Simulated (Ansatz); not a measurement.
SnSe (rock salt, space group No. 225) at seven volumes, the program Ansatz at the r²SCAN level (PAW), scaled uniformly. One row is withheld.

```tsv
V (Å³/atom)	P (GPa)
24.754	6.30
25.570	3.92
26.386	?
27.202	0.14
28.018	-1.35
28.834	-2.62
29.650	-3.71
```

Task: Fit the shown pressures and predict the withheld one.

Result: P = (3/2)B₀(x^(7/2) − x^(5/2))[1 + (3/4)(B′ − 4)(x − 1)] with x = (V₀/V)^(2/3). Least squares on the six rows gives V₀ = 27.274 Å³/atom, B₀ = 53.0 GPa, B′ = 4.22. At V = 26.386, x = 1.0223 and P = 1.88 GPa. The run itself gave 1.88 GPa.

Space group Fm-3m (rock salt). The workflow started from a Materials Project entry (that database holds measured and hypothetical structures alike); the Crystallography Open Database files this formula in space group No. 225, but the cells were not matched. It is not the phase usual at ambient conditions (space group No. 62). Symmetry was held in the r²SCAN relaxation; whether a distortion lowers the energy is not shown. Spin–orbit coupling is left out wherever it is not named.

Potentials: the later of the program's two PAW sets.
